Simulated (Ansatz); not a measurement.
Total density of states per atom from plane-wave PAW PBEsol (Ansatz code), in 0.25 eV bins, energy from the Fermi level:

```
E (eV) | states/eV/atom
    -7.85 | #### 0.18
    -7.60 | ######### 0.38
    -7.35 | ####################### 1.01
    -7.10 | ################## 0.78
    -6.85 | ########## 0.42
    -6.60 | ######## 0.34
    -6.35 | ################## 0.79
    -6.10 | ########################## 1.15
    -5.85 | ###################### 0.96
    -5.60 | ################### 0.84
    -5.35 | ################## 0.77
    -5.10 | ############### 0.66
    -4.85 | ############# 0.57
    -4.60 | ###### 0.28
    -4.35 | #### 0.18
    -4.10 | #### 0.18
    -3.85 | ##### 0.21
    -3.60 | ###### 0.25
    -3.35 | ####### 0.29
    -3.10 | ######## 0.36
    -2.85 | ############ 0.52
    -2.60 | ############## 0.63
    -2.35 | ########### 0.47
    -2.10 | ########## 0.45
    -1.85 | ######## 0.35
    -1.60 | ##### 0.23
    -1.35 | ### 0.13
    -1.10 | ### 0.13
    -0.85 | ### 0.13
    -0.60 | ### 0.14
    -0.35 | #### 0.17
    -0.10 | ### 0.12
     0.15 | ###### 0.28
     0.40 | ####### 0.32
     0.65 | ########## 0.44
     0.90 | ################## 0.79
     1.15 | ################ 0.69
     1.40 | ############ 0.54
     1.65 | ################ 0.68
     1.90 | ################## 0.81
     2.15 | ############### 0.66
     2.40 | ################### 0.82
     2.65 | ############################## 1.31
     2.90 | ################## 0.77
     3.15 | ############### 0.65
     3.40 | ################## 0.77
     3.65 | ################# 0.76
     3.90 | ################# 0.72
     4.15 | ############### 0.67
     4.40 | ############ 0.53
     4.65 | ############## 0.59
```

Task: Pick the material that matches.
A. CdO, rock salt
B. TiSi, Cmmm (Ti on 2b, Si on 2d)
C. ZrSiO, P4/nmm (Zr on 2c, Si on 2a, O on 2c)
D. Si2Rh3, La2O3 or Ni2Al3 type

Result: C, ZrSiO, P4/nmm (Zr on 2c, Si on 2a, O on 2c). Within 0.5 eV of the Fermi level: Zr 4d 68 %, Si 3p 14 %, O 2p 9 %, outside the projected shells 6 %. Projections are on Löwdin-orthogonalised atomic valence shells; empty p or d shells of many metals are not among them.

The workflow started from a Materials Project entry (that database holds measured and hypothetical structures alike); the Crystallography Open Database copy checked does not list it. Whether it is the stable phase at ambient conditions was not checked. The cell was relaxed with PBEsol under the symmetry of its start; its stability against distortions is not shown here. No spin polarisation was allowed. Scalar-relativistic: spin–orbit coupling is off unless named, which matters more the heavier the elements.

Potentials: the later of the program's two PAW sets.
